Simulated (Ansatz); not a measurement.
A relaxed cell of AlRuC₄N₄ is given with its symmetry left out. The cell was found from a structure generator's guess, not taken from experiment.

These are results of Ansatz 0.2.0, DFT PBE, scalar-relativistic, plane waves, PAW, not measurements. Cutoff 420 eV, Γ-centred mesh, Gaussian smearing, collinear spin.

```xyz
10
Lattice="5.9677 0.0000 0.0000 0.0000 5.9677 0.0000 0.0000 0.0000 5.9677" Properties=species:S:1:pos:R:3 pbc="T T T"
Al    0.0000    0.0000    0.0000
Ru    2.9838    2.9838    2.9838
C     1.1349    1.1349    1.1349
C     1.1349    4.8328    4.8328
C     4.8328    1.1349    4.8328
C     4.8328    4.8328    1.1349
N     1.8115    1.8115    1.8115
N     1.8115    4.1562    4.1562
N     4.1562    1.8115    4.1562
N     4.1562    4.1562    1.8115
```

Formation energies are uncorrected and refer to the elements' standard structures at the same level (N₂ as a molecule).

Question: What space group does it have?

Answer: P-43m (No. 215). Conventional cell: a = 5.968 Å. Al has 4 C at 1.97 Å; Ru is surrounded by 4 N at 2.03 Å; C has 1 N at 1.17 Å and 1 Al at 1.97 Å; N has 1 C at 1.17 Å and 1 Ru at 2.03 Å.

Question: What is its formation energy per atom?

Answer: +0.473 eV/atom. The separate elements lie lower, so it is unstable against them.

Question: Is it a metal?

Answer: No, the gap on the 6×6×6 mesh is 0.76 eV.

Question: Which magnetic moments does it keep?

Answer: 0.30 μB per atom net, the space between the atoms included; by site: Ru 1.5 μB.

Question: From what recipe could a structure generator have reached it?

Answer: One such recipe: two interpenetrating cyanide-bridged diamond nets (P-43m, No. 215). Other recipes can lead to the same cell.

The last run used collinear spin, a 6×6×6 mesh for its 10-atom cell and Gaussian smearing of 0.02 eV. Kohn–Sham gaps at this level usually fall short of measured ones. The reference form of C is held partly by dispersion forces, which this level lacks. The magnetic state reached may not be the lowest. Symmetry constrained the relaxation, so the result can be a saddle point.
